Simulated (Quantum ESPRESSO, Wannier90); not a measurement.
## CsCl (CsCl type): Wannier90 run

Materials Project entry mp-22865; symmetrised, unrelaxed at this level. COD (Crystallography Open Database) has the formula in 2 space groups, this one among them (matched by group alone). Computed values, not measurements, from PBEsol: Quantum ESPRESSO (norm-conserving PseudoDojo potentials, cutoff 47 Ry, spinors with spin-orbit coupling) on a Γ-centred 6×6×6 mesh, then Wannier90. Density: 8×8×8 mesh, cold smearing 0.01 Ry.

On the energy scale of pw.x, whose zero is arbitrary, the valence-band maximum lies at 2.89 eV.

Input w.win:

```
num_bands = 6
num_wann = 6
exclude_bands = 1-10,17-30
spinors = true
num_iter = 1000
conv_tol = 1.0e-6
conv_window = 4
write_hr = true
write_u_matrices = true
auto_projections = true
begin unit_cell_cart
ang
    4.1437000000    0.0000000000    0.0000000000
    0.0000000000    4.1437000000    0.0000000000
    0.0000000000    0.0000000000    4.1437000000
end unit_cell_cart
begin atoms_frac
Cs   0.0000000000  0.0000000000  0.0000000000
Cl   0.5000000000  0.5000000000  0.5000000000
end atoms_frac
mp_grid = 6 6 6
begin kpoints
0.0000000000 0.0000000000 0.0000000000
0.0000000000 0.0000000000 0.1666666667
0.0000000000 0.0000000000 0.3333333333
... (213 more lines: the 6x6x6 mesh through Gamma)
end kpoints
```

Input of pw2wannier90.x that gives the overlap and projection files (equivalent; here they were cut from one run over all bands):

```
&inputpp
  outdir = './out'
  prefix = 'pwscf'
  seedname = 'w'
  write_amn = .true.
  write_mmn = .true.
  atom_proj = .true.
  atom_proj_exclude = 1 2 3 4 5 6 7 8 9 10 11 12
/
```

Output w.wout (banner and timings cut):

```
                                    ------
                                    SYSTEM
                                    ------

                              Lattice Vectors (Ang)
                    a_1     4.143700   0.000000   0.000000
                    a_2     0.000000   4.143700   0.000000
                    a_3     0.000000   0.000000   4.143700

                   Unit Cell Volume:      71.14836  (Ang^3)

                        Reciprocal-Space Vectors (Ang^-1)
                    b_1     1.516322   0.000000   0.000000
                    b_2     0.000000   1.516322   0.000000
                    b_3     0.000000   0.000000   1.516322

 *----------------------------------------------------------------------------*
 |   Site       Fractional Coordinate          Cartesian Coordinate (Ang)     |
 +----------------------------------------------------------------------------+
 | cs   1   0.00000   0.00000   0.00000   |    0.00000   0.00000   0.00000    |
 | cl   1   0.50000   0.50000   0.50000   |    2.07185   2.07185   2.07185    |
 *----------------------------------------------------------------------------*
                                ------------
                                K-POINT GRID
                                ------------

             Grid size =  6 x  6 x  6      Total points =  216

 *---------------------------------- MAIN ------------------------------------*
 |  Number of Wannier Functions               :                 6             |
 |  Number of Objective Wannier Functions     :                 6             |
 |  Number of input Bloch states              :                 6             |
 |  Output verbosity (1=low, 5=high)          :                 1             |
 |  Timing Level (1=low, 5=high)              :                 1             |
 |  Optimisation (0=memory, 3=speed)          :                 3             |
 |  Length Unit                               :               Ang             |
 |  Post-processing setup (write *.nnkp)      :                 F             |
 |  Using Gamma-only branch of algorithms     :                 F             |
 *----------------------------------------------------------------------------*
 *------------------------------- WANNIERISE ---------------------------------*
 |  Total number of iterations                :              1000             |
 |  Number of CG steps before reset           :                 5             |
 |  Trial step length for line search         :             2.000             |
 |  Convergence tolerence                     :         0.100E-05             |
 |  Convergence window                        :                 4             |
 |  Iterations between writing output         :                 1             |
 |  Iterations between backing up to disk     :               100             |
 |  Write r^2_nm to file                      :                 F             |
 |  Write xyz WF centres to file              :                 F             |
 |  Write on-site energies <0n|H|0n> to file  :                 F             |
 |  Use guiding centre to control phases      :                 F             |
 |  Use phases for initial projections        :                 F             |
 *----------------------------------------------------------------------------*
 *-------------------------------- PLOTTING ----------------------------------*
 |  Plotting Hamiltonian in WF basis          :                 T             |
 *----------------------------------------------------------------------------*

 *---------------------------------- K-MESH ----------------------------------*
 +----------------------------------------------------------------------------+
 |                    Distance to Nearest-Neighbour Shells                    |
 |                    ------------------------------------                    |
 |          Shell             Distance (Ang^-1)          Multiplicity         |
 |          -----             -----------------          ------------         |
 |             1                   0.252720                      6            |
 |             2                   0.357401                     12            |
 |             3                   0.437725                      8            |
 |             4                   0.505441                      6            |
 |             5                   0.565100                     24            |
 |             6                   0.619036                     24            |
 |             7                   0.714801                     12            |
 |             8                   0.758161                     30            |
       ... (lines left out)
 +----------------------------------------------------------------------------+
 | The b-vectors are chosen automatically                                     |
 | The following shells are used:                       1                     |
 +----------------------------------------------------------------------------+
 |                        Shell   # Nearest-Neighbours                        |
 |                        -----   --------------------                        |
 |                          1               6                                 |
 +----------------------------------------------------------------------------+
 | Completeness relation is fully satisfied [Eq. (B1), PRB 56, 12847 (1997)]  |
 +----------------------------------------------------------------------------+
 |                  b_k Vectors (Ang^-1) and Weights (Ang^2)                  |
 |                  ----------------------------------------                  |
 |            No.         b_k(x)      b_k(y)      b_k(z)        w_b           |
 |            ---        --------------------------------     --------        |
 |             1         0.000000    0.000000    0.252720     7.828695        |
 |             2         0.000000    0.252720    0.000000     7.828695        |
 |             3         0.252720    0.000000    0.000000     7.828695        |
 |             4         0.000000    0.000000   -0.252720     7.828695        |
 |             5         0.000000   -0.252720    0.000000     7.828695        |
 |             6        -0.252720    0.000000    0.000000     7.828695        |
 +----------------------------------------------------------------------------+
 |                           b_k Directions (Ang^-1)                          |
 |                           -----------------------                          |
 |            No.           x           y           z                         |
 |            ---        --------------------------------                     |
 |             1         0.000000    0.000000    0.252720                     |
 |             2         0.000000    0.252720    0.000000                     |
 |             3         0.252720    0.000000    0.000000                     |
 +----------------------------------------------------------------------------+

 Starting a new Wannier90 calculation ...

 Reading overlaps from w.mmn

 Reading projections from w.amn

 *------------------------------- WANNIERISE ---------------------------------*
 +--------------------------------------------------------------------+<-- CONV
 | Iter  Delta Spread     RMS Gradient      Spread (Ang^2)            |<-- CONV
 +--------------------------------------------------------------------+<-- CONV

 ------------------------------------------------------------------------------
 Initial State
  WF centre and spread    1  (  2.071850,  2.071850,  2.071850 )     1.87581000
  WF centre and spread    2  (  2.071850,  2.071850,  2.071850 )     1.87578126
  WF centre and spread    3  (  2.071850,  2.071850,  2.071850 )     1.87578126
  WF centre and spread    4  (  2.071850,  2.071850,  2.071850 )     1.87581000
  WF centre and spread    5  (  2.071850,  2.071850,  2.071850 )     1.90266229
  WF centre and spread    6  (  2.071850,  2.071850,  2.071850 )     1.90266229
  Sum of centres and spreads ( 12.431100, 12.431100, 12.431100 )    11.30850710

      0     0.113E+02     0.0000000000       11.3085070682  <-- CONV
        O_D=      0.0020657 O_OD=      0.0270947 O_TOT=     11.3085071 <-- SPRD
 ------------------------------------------------------------------------------
      1    -0.284E-04     0.0052008004       11.3084786939  <-- CONV
        O_D=      0.0020642 O_OD=      0.0270678 O_TOT=     11.3084787 <-- SPRD
      2    -0.524E-05     0.0022177489       11.3084734538  <-- CONV
        O_D=      0.0020638 O_OD=      0.0270630 O_TOT=     11.3084735 <-- SPRD
      3    -0.969E-06     0.0010638248       11.3084724843  <-- CONV
        O_D=      0.0020638 O_OD=      0.0270620 O_TOT=     11.3084725 <-- SPRD
      4    -0.686E-06     0.0006491840       11.3084717981  <-- CONV
        O_D=      0.0020639 O_OD=      0.0270612 O_TOT=     11.3084718 <-- SPRD
      5    -0.942E-06     0.0007748537       11.3084708564  <-- CONV
        O_D=      0.0020643 O_OD=      0.0270599 O_TOT=     11.3084709 <-- SPRD
       ... (lines left out)
     22    -0.870E-06     0.0008900072       11.3084452561  <-- CONV
        O_D=      0.0020690 O_OD=      0.0270295 O_TOT=     11.3084453 <-- SPRD
     23    -0.788E-06     0.0007588341       11.3084444683  <-- CONV
        O_D=      0.0020692 O_OD=      0.0270285 O_TOT=     11.3084445 <-- SPRD
     24    -0.727E-06     0.0008846106       11.3084437416  <-- CONV
        O_D=      0.0020693 O_OD=      0.0270278 O_TOT=     11.3084437 <-- SPRD
             <<<     Delta < 1.000E-06  over  4 iterations     >>>
             <<< Wannierisation convergence criteria satisfied >>>
 Final State
  WF centre and spread    1  (  2.071850,  2.071850,  2.071850 )     1.87581366
  WF centre and spread    2  (  2.071850,  2.071850,  2.071850 )     1.87576562
  WF centre and spread    3  (  2.071850,  2.071850,  2.071850 )     1.87576562
  WF centre and spread    4  (  2.071850,  2.071850,  2.071850 )     1.87581366
  WF centre and spread    5  (  2.071850,  2.071850,  2.071850 )     1.90264260
  WF centre and spread    6  (  2.071850,  2.071850,  2.071850 )     1.90264260
  Sum of centres and spreads ( 12.431100, 12.431100, 12.431100 )    11.30844377

         Spreads (Ang^2)       Omega I      =    11.279346692
        ================       Omega D      =     0.002069299
                               Omega OD     =     0.027027750
    Final Spread (Ang^2)       Omega Total  =    11.308443742
```
